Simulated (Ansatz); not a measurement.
Values for one crystal, relaxed and computed with DFT-PBEsol in the program Ansatz with PAW potentials; other levels are named.

| Quantity | Value |
|---|---|
| Volume per atom | 11.80 Å³ |
| Electronic character | metallic (no gap) |
| Mechanical stability | stable (all eigenvalues of C positive) |
| Highest zone-centre frequency | 51.2 meV |
| Poisson's ratio | 0.29 |
| Hill bulk and shear moduli | 183 and 88.0 GPa |
| Bulk modulus (Birch–Murnaghan fit) | 180 GPa |

Problem. Which of these materials gives this?
A) SiNi, Pnma (Si on 4c, Ni on 4c)
B) SiRh, CsCl type
C) Ni2H, P-3m1 (Ni on 2d, H on 1a)
D) SiNi3, Cu3Au type

Solution. A, SiNi, Pnma (Si on 4c, Ni on 4c)

Symmetry was held in the PBEsol relaxation; of distortions, only those at the zone centre were tested. The run is not spin-polarised. As this level gives no gap, shear constants depend on the k-mesh and smearing (Fermi–Dirac, 0.1 eV here). On the denser mesh and wider smearing of the elastic run this cell carries a stress of 0.5 GPa.

Potentials: the later of the program's two PAW sets.
